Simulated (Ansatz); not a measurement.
MgSe:
```cif
data_Mg2Se2
_chemical_formula_sum 'Mg2 Se2'
_space_group_name_H-M_alt 'P63mc'
_space_group_IT_number 186
_space_group_name_Hall 'P 6c -2c'
_cell_length_a 4.22023
_cell_length_b 4.22023
_cell_length_c 6.78239
_cell_angle_alpha 90.000
_cell_angle_beta 90.000
_cell_angle_gamma 120.000
loop_
_atom_site_label
_atom_site_type_symbol
_atom_site_symmetry_multiplicity
_atom_site_Wyckoff_symbol
_atom_site_fract_x
_atom_site_fract_y
_atom_site_fract_z
_atom_site_occupancy
Mg1 Mg 2 b 0.66667 0.33333 0.49758 1
Se1 Se 2 b 0.33333 0.66667 0.37742 1
```

Relaxed with PBEsol. PBEsol (plane waves, PAW; program Ansatz) gives a gap of 2.52 eV.

Task: What gap does HSE06 give on the same cell (Ansatz, PAW)?

Result: 3.64 eV, 1.13 eV more. The hybrid was solved on a coarser mesh and at special points; the gap given is the minimum over both.

```json
[
 {"k": "Γ", "v1 PBEsol": "0.00", "c1 PBEsol": "2.52", "v1 HSE06": "0.00", "c1 HSE06": "3.64"},
 {"k": "A", "v1 PBEsol": "-0.33", "c1 PBEsol": "4.06", "v1 HSE06": "-0.36", "c1 HSE06": "5.19"},
 {"k": "K", "v1 PBEsol": "-1.40", "c1 PBEsol": "4.24", "v1 HSE06": "(withheld)", "c1 HSE06": "(withheld)"},
 {"k": "H", "v1 PBEsol": "-0.57", "c1 PBEsol": "4.94", "v1 HSE06": "(withheld)", "c1 HSE06": "(withheld)"},
 {"k": "M", "v1 PBEsol": "-0.46", "c1 PBEsol": "4.04", "v1 HSE06": "(withheld)", "c1 HSE06": "(withheld)"},
 {"k": "L", "v1 PBEsol": "-0.86", "c1 PBEsol": "3.93", "v1 HSE06": "(withheld)", "c1 HSE06": "(withheld)"}
]
```

Task: Top valence (v1) and lowest conduction level (c1) in eV from each method's valence maximum (which need not be a listed point): supply the withheld HSE06 values.

Result: 
- H, v1 HSE06: -0.62
- H, c1 HSE06: 6.04
- M, v1 HSE06: -0.50
- M, c1 HSE06: 5.07
- K, v1 HSE06: -1.49
- K, c1 HSE06: 5.27
- L, v1 HSE06: -0.92
- L, c1 HSE06: 4.98

Cost on shared cores: the PBEsol run (SCF on a 8×8×4 mesh, then bands and DOS) around 50 core-seconds (rough), the HSE06 run (SCF on 6×6×3, then a few points) around 2.6 core-minutes (rough); the tasks are unlike.

Space group P6_3mc (wurtzite). The first step of the workflow began from a Materials Project structure, measured or hypothetical; the Crystallography Open Database copy checked does not list it. COD files the formula under space group No. 225. Whether it is the stable phase at ambient conditions was not checked. The PBEsol relaxation kept the symmetry of its start; its stability against distortions is not shown here. Scalar-relativistic: spin–orbit coupling is off unless named, which matters more the heavier the elements.

Potentials: the earlier of the program's two PAW sets. The files were generated under PBE; for other functionals the program regenerates the frozen cores, and for LDA and PBEsol the local potential too.
